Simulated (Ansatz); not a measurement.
A distorted cell of Ti (hcp, Mg type):

```
Ti
1.0
    2.84506     0.00000     0.00000
   -1.42253     2.46389     0.00000
    0.00000     0.00000     4.77223
Ti
2
Cartesian
  0.00000   1.64260   3.57917
  1.42253   0.82130   1.19306
```

Computed with PBEsol (plane waves to 420 eV, PAW, scalar-relativistic; Ansatz, an electronic-structure program). k mesh 18×18×10 (Γ-centred), Fermi-Dirac smearing 0.05 eV. The energy includes the smearing's −TS. Compression counts positive. With partly filled bands, the response to shear is sensitive to the k mesh, so small differences along c/a are uncertain. Ti is run without spin polarisation. Ti was relaxed with its symmetry unable to fall.

Question: Give the stress tensor in GPa and the pressure.

Answer: 
```
    2.1      0.0      0.0
    0.0      2.1      0.0
    0.0      0.0     -4.3
```
The pressure, a third of the trace, is 0.0 GPa.

Question: It is the relaxed cell deformed to V/V₀ = 1.000, (c/a)/(c/a)₀ = 1.060, c along z, fractional positions held. What is its energy relative to the relaxed cell?

Answer: 13 meV/atom.

(A scan under strain: stresses follow from slopes of the energy per volume, elastic moduli from its curvatures.)
